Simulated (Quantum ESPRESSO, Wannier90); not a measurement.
# YGe (Cmcm), plane waves to Wannier functions

```
begin unit_cell_cart
ang
    0.0000000000    0.0000000000    3.9546000000
   -4.2825600000    0.0000000000    0.0000000000
    2.1412800000   -5.3622000000    0.0000000000
end unit_cell_cart
begin atoms_frac
Y   -0.2500000000  0.1386100000  0.2772200000
Y    0.2500000000 -0.1386100000 -0.2772200000
Ge  -0.2500000000  0.4156200000 -0.1687600000
Ge   0.2500000000 -0.4156200000  0.1687600000
end atoms_frac
```

Materials Project entry mp-9971; symmetrised, unrelaxed at this level. Not found in the COD (Crystallography Open Database) copy used; not checked further. Computed values, not measurements, from PBEsol: Quantum ESPRESSO (norm-conserving PseudoDojo potentials, cutoff 63 Ry, spinors with spin-orbit coupling) on a Γ-centred 4×4×4 mesh, then Wannier90. Density: 8×8×8 mesh, cold smearing 0.01 Ry.

A tight-binding model is made by disentanglement and projection with no localisation steps (num_iter = 0), so the 52 orbitals stay atom-like: hydrogen-like Y: s;p;d; Ge: s;p, axes along x, y, z; frozen window up to 3.00 eV relative to the Fermi level. It follows pw.x to 17 meV rms for states up to 1.0 eV relative to the Fermi level. Matrix elements depend on this choice of orbitals and windows.

Q: What are the on-site energies relative to the Fermi level, and how fast do the hoppings decay?

A: 
| atom | orbitals | energy (eV) |
|---|---|---|
| Y1 | s↑ s↓ | 4.35 |
| Y1 | pz↑ pz↓ | 8.58 |
| Y1 | px↑ px↓ | 8.54 |
| Y1 | py↑ py↓ | 8.78 |
| Y1 | dz2↑ dz2↓ | 3.02 |
| Y1 | dxz↑ dxz↓ | 3.58 |
| Y1 | dyz↑ dyz↓ | 3.32 |
| Y1 | dx2-y2↑ dx2-y2↓ | 3.34 |
| Y1 | dxy↑ dxy↓ | 3.12 |
| Y2 | s↑ s↓ | 4.35 |
| Y2 | pz↑ pz↓ | 8.58 |
| Y2 | px↑ px↓ | 8.54 |
| Y2 | py↑ py↓ | 8.78 |
| Y2 | dz2↑ dz2↓ | 3.02 |
| Y2 | dxz↑ dxz↓ | 3.58 |
| Y2 | dyz↑ dyz↓ | 3.32 |
| Y2 | dx2-y2↑ dx2-y2↓ | 3.34 |
| Y2 | dxy↑ dxy↓ | 3.12 |
| Ge3 | s↑ s↓ | -5.96 |
| Ge3 | pz↑ pz↓ | 2.72 |
| Ge3 | px↑ px↓ | 2.54 |
| Ge3 | py↑ py↓ | 2.57 |
| Ge4 | s↑ s↓ | -5.96 |
| Ge4 | pz↑ pz↓ | 2.72 |
| Ge4 | px↑ px↓ | 2.54 |
| Ge4 | py↑ py↓ | 2.57 |

```csv
distance of the centres (Å),largest modulus (eV)
2–3,1.6
3–4,2.1
4–5,0.66
5–6,0.30
6–7,0.21
```
